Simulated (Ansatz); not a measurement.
The start is a generated cell, Be built in the omega structure type. The structure is fully relaxed (lattice and positions, P = 0) with PBE (plane waves to 420 eV, PAW, scalar-relativistic; Ansatz, a first-principles code). The first steps use a coarse 10×10×15 k-mesh.

Input geometry:
```
CELL_PARAMETERS angstrom
      3.58163     0.00000     0.00000
     -1.79082     3.10179     0.00000
      0.00000     0.00000     2.17841
ATOMIC_POSITIONS crystal
  Be 0.00000 0.00000 0.00000
  Be 0.33333 0.66667 0.50000
  Be 0.66667 0.33333 0.50000
```

* **Outcome**: The space group stays P6/mmm (No. 191) (the run could not lower it), with 3 atoms in the primitive cell
* **Shortest distances (start → end)**: The closest pairs of elements (up to four, under 3.6 Å), start → end: Be–Be 2.07 → 2.06 Å
* **Band gap at the end**: no gap (metallic)
* **Optimiser moves**: 6

It ends as:

```cif
data_Be3
_chemical_formula_sum 'Be3'
_space_group_name_H-M_alt 'P6/mmm'
_space_group_IT_number 191
_space_group_name_Hall '-P 6 2'
_cell_length_a 3.56864
_cell_length_b 3.56864
_cell_length_c 2.19791
_cell_angle_alpha 90.000
_cell_angle_beta 90.000
_cell_angle_gamma 120.000
loop_
_atom_site_label
_atom_site_type_symbol
_atom_site_symmetry_multiplicity
_atom_site_Wyckoff_symbol
_atom_site_fract_x
_atom_site_fract_y
_atom_site_fract_z
_atom_site_occupancy
Be1 Be 1 a 0.00000 0.00000 0.00000 1
Be2 Be 2 d 0.33333 0.66667 0.50000 1
```

Final values are on a 15×15×21 k-mesh of the relaxed cell. No spin polarisation in the result.

The run could not lower the symmetry of its start; a shaken copy of this end point relaxes with PBE to P6₃/mmc (No. 194), 0.19 eV/atom lower.

The relaxed structure here is a generated cell of Be: the first start was made by placing the elements on the sites of a structure type, and the end was not matched to a known phase here, so it may be hypothetical. Known forms of Be include space group No. 194.
